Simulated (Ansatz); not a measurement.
## ZnO, first-principles data

ZnO:
```xyz
4
Lattice="2.9772 0.0000 0.0000 -1.4886 2.5784 0.0000 0.0000 0.0000 5.1261" Properties=species:S:1:pos:R:3 pbc="T T T"
Zn     0.0000     0.0000     0.0000
Zn     0.0000     0.0000     2.5630
O      0.0000     1.7189     1.2815
O      1.4886     0.8595     3.8445
```

Space group P6_3/mmc (No. 194), NiAs type; conventional cell a = b = 2.977 Å, c = 5.126 Å, α = β = 90.00°, γ = 120.00°.

Method: DFT-r²SCAN in the program Ansatz with PAW potentials. Structure relaxed to zero pressure with the same functional. Other levels are named where they apply.

**Cell and energy**

| Item | Value |
|---|---|
| Volume per atom | 9.84 Å³ |
| Density | 6.87 g/cm³ |
| Formation energy from the elements (no fitted shifts) | -1417 meV/atom |

**Electronic structure**

| Item | Value |
|---|---|
| Band gap | 1.35 eV (direct) |
| Valence-band maximum | at Γ |
| Conduction-band minimum | at Γ |
| Electron effective mass | 0.20 mₑ (isotropic) |
| Hole effective mass, band 2 of 2 at the edge | 0.46 along x (mₑ) |
| HSE06 gap on the r²SCAN cell | 2.49 eV |

**Mechanics**

| Item | Value |
|---|---|
| Bulk modulus (Birch–Murnaghan fit) | 188 GPa |
| Pressure derivative B′ | 4.4 |
| Elastic constants (relaxed ions, GPa) | C11 = 287, C12 = 148, C13 = 107, C33 = 408, C44 = 11.5 |
| Mechanical stability | stable (all eigenvalues of C positive) |
| Hill bulk and shear moduli | 189 and 41.9 GPa |
| Young's modulus | 117 GPa |
| Poisson's ratio | 0.40 |
| Debye temperature from the elastic constants | 388 K |

**Charges**

| Property | Result |
|---|---|
| Bader charges | Zn +1.31, O -1.31 e |

The start of the workflow was typed in or built on a structure type; the Crystallography Open Database copy checked does not list it. It is not the phase usual at ambient conditions (space group No. 186). The r²SCAN relaxation kept the symmetry of its start; its stability against distortions is not shown here. The references are the lowest solids computed at this level, not always the standard phases (solids in place of the gases).

Potentials: the earlier of the program's two PAW sets. The files were generated under PBE; for other functionals the program regenerates the frozen cores, and for LDA and PBEsol the local potential too.
